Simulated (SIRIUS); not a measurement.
Band structure of W (Pm-3n, 8 atoms in the cell; from COD 9008583).

```
CELL_PARAMETERS angstrom
      5.08300     0.00000     0.00000
      0.00000     5.08300     0.00000
      0.00000     0.00000     5.08300
ATOMIC_POSITIONS crystal
  W  0.00000 0.00000 0.00000
  W  0.50000 0.50000 0.50000
  W  0.00000 0.50000 0.25000
  W  0.00000 0.50000 0.75000
  W  0.25000 0.00000 0.50000
  W  0.75000 0.00000 0.50000
  W  0.50000 0.75000 0.00000
  W  0.50000 0.25000 0.00000
```

Computed with PBEsol, PseudoDojo 0.4 standard norm-conserving PBEsol (tails mended) pseudopotentials (plane waves; SIRIUS).

Settings: parameters.ngridk = 3 3 3; parameters.xc_functionals = [XC_GGA_X_PBE_SOL, XC_GGA_C_PBE_SOL]; parameters.gk_cutoff = 8.602 1/bohr; parameters.pw_cutoff = 17.205 1/bohr; parameters.shiftk = 1 1 1; parameters.smearing = fermi_dirac; parameters.smearing_width = 0.00367493 Ha; potentials = PseudoDojo 0.4 standard norm-conserving PBEsol (tails mended) pseudopotentials; parameters.electronic_structure_method = pseudopotential; parameters.num_bands = 67; parameters.num_mag_dims = 0; parameters.num_dft_iter = 100; parameters.energy_tol = 1e-07 Ha; parameters.density_tol = 1e-06.

The starting cell comes from an entry of a crystal-structure database; it serves only as a starting point and was not checked for soundness. Spin-orbit coupling is left out, which matters for bands and gaps with elements this heavy. No clean gap shows at this smearing width and mesh (spacing up to 0.41 Å⁻¹); the mesh is coarse for partly filled bands, so the values carry mesh errors.

Points are given in units of this cell's reciprocal vectors. Levels in eV from the Fermi level, bands 53 to 60:
```json
[
 {"point": "Γ (0 0 0)", "53": "-1.71", "54": "-1.71", "55": "-0.71", "56": "-0.71", "57": "-0.71", "58": "1.34", "59": "1.34", "60": "1.34"},
 {"point": "X (0 0.5 0)", "53": "-1.37", "54": "-1.37", "55": "-1.17", "56": "-1.17", "57": "0.30", "58": "0.30", "59": "0.51", "60": "0.51"},
 {"point": "M (0.5 0.5 0)", "53": "-1.46", "54": "-1.14", "55": "-1.14", "56": "0.01", "57": "0.01", "58": "0.04", "59": "0.29", "60": "0.73"},
 {"point": "R (0.5 0.5 0.5)", "53": "-1.64", "54": "-1.64", "55": "-1.64", "56": "-1.63", "57": "1.07", "58": "1.07", "59": "1.07", "60": "1.07"}
]
```

The Fermi level comes from the SCF mesh, which can miss band crossings, so its place against them is uncertain.

“Tails mended”: in these copies of the files the far tail of each local potential was reset to the Coulomb form.
